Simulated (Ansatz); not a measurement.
Starting cell, PtS2 (CdI2 type):

```
CELL_PARAMETERS angstrom
      3.58366     0.00000     0.00000
     -1.79183     3.10354     0.00000
      0.00000     0.00000     4.65604
ATOMIC_POSITIONS crystal
  Pt 0.00000 0.00000 0.00000
  S  0.66667 0.33333 0.25904
  S  0.33333 0.66667 0.74096
```

Scan: atom 2 (S, nearest neighbour Pt at 2.395 Å; its periodic images, 3.6 Å or more away, move with it) is displaced along Cartesian [111], direction (0.577, 0.577, 0.577) in Cartesian axes, by s. The other atoms stay.

All values below come from PBE-D3(BJ) (plane waves to 420 eV, PAW, scalar-relativistic; Ansatz, a program for electronic structure). k mesh 12×12×8 (Γ-centred), Fermi-Dirac smearing 0.05 eV. E stands for the smeared free energy. With partly filled bands, energies and forces of such displacements shift with the k mesh and the smearing. F∥ is the force on the atom along that direction. F⊥ is the part of the force across the line. At this level the bands of PtS2 touch or barely overlap; measurements give the solid a gap. PtS2 is run without spin polarisation. PtS2 was relaxed with its symmetry unable to fall. Spin-orbit coupling is left out, though Pt is heavy. The PAW data are Ansatz's earlier set. ΔE is measured from the undisplaced structure.

```tsv
s (Å)	ΔE (meV/cell)	|F⊥| (eV/Å)	F∥ (eV/Å)
-0.240	375	0.390	3.589
-0.192	226	0.255	2.632
-0.144	120	0.159	1.812
-0.096	50	0.092	1.110
-0.048	12	0.043	0.511
0.000	0	0.000	0.000
0.048	11	0.043	…
0.096	…	0.091	-0.789
0.144	85	0.147	-1.078
0.192	143	0.210	…
0.240	209	0.282	…
```

Q: Fill in the missing entries.

A: 
- 0.048, F∥ (eV/Å): -0.431
- 0.096, ΔE (meV/cell): 40
- 0.192, F∥ (eV/Å): -1.301
- 0.240, F∥ (eV/Å): -1.458

(For displaced atoms, the force is minus the slope of the energy, and its curvature is a force constant, which sets phonon frequencies.)
